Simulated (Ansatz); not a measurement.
Total density of states per atom from PBE in the plane-wave PAW code Ansatz, in 0.25 eV bins, energy from the Fermi level:

```
E (eV) | states/eV/atom
    -7.85 | # 0.08
    -7.60 | # 0.09
    -7.35 | ## 0.11
    -7.10 | ## 0.12
    -6.85 | ## 0.15
    -6.60 | ## 0.14
    -6.35 | ### 0.19
    -6.10 | #### 0.29
    -5.85 | ###### 0.43
    -5.60 | ####### 0.47
    -5.35 | ############ 0.80
    -5.10 | ############### 0.99
    -4.85 | ############## 0.92
    -4.60 | ############ 0.84
    -4.35 | ########## 0.65
    -4.10 | ###### 0.40
    -3.85 | ######### 0.59
    -3.60 | ########### 0.71
    -3.35 | ############## 0.98
    -3.10 | ############# 0.87
    -2.85 | ####################### 1.54
    -2.60 | ############################## 2.03
    -2.35 | ########################### 1.84
    -2.10 | ##################### 1.41
    -1.85 | ################## 1.24
    -1.60 | ############## 0.92
    -1.35 | ############## 0.97
    -1.10 | ############# 0.87
    -0.85 | ########### 0.74
    -0.60 | ############ 0.81
    -0.35 | ########### 0.77
    -0.10 | ############### 1.01
     0.15 | ############# 0.91
     0.40 | ########## 0.67
     0.65 | ############## 0.97
     0.90 | ########### 0.72
     1.15 | ########### 0.77
     1.40 | ########### 0.77
     1.65 | ######### 0.63
     1.90 | ########### 0.75
     2.15 | ########## 0.71
     2.40 | ############ 0.82
     2.65 | ################## 1.21
     2.90 | ############## 0.94
     3.15 | ################ 1.11
     3.40 | ################## 1.25
     3.65 | ############### 1.05
```

Question: Which compound is it?
(A) Co6W7, R-3m (Pearson symbol hR13)
(B) W, R-3m (Pearson symbol hR13)
(C) WC, P-6m2 (W on 1a, C on 1f)
(D) WS2, Pa-3 (W on 4a, S on 8c)

Answer: B, W, R-3m (Pearson symbol hR13). Within 0.5 eV of the Fermi level: W 5d 92 %. Projections are on Löwdin-orthogonalised atomic valence shells; empty p or d shells of many metals are not among them.

The start of the workflow was typed in or built on a structure type; neither database checked (COD, Materials Project) lists it. It is not the phase usual at ambient conditions (space group No. 229). Symmetry was held in the PBE relaxation; whether a distortion lowers the energy is not shown. No spin polarisation was allowed. Spin–orbit coupling is left out wherever it is not named.

Potentials: the earlier of the program's two PAW sets.
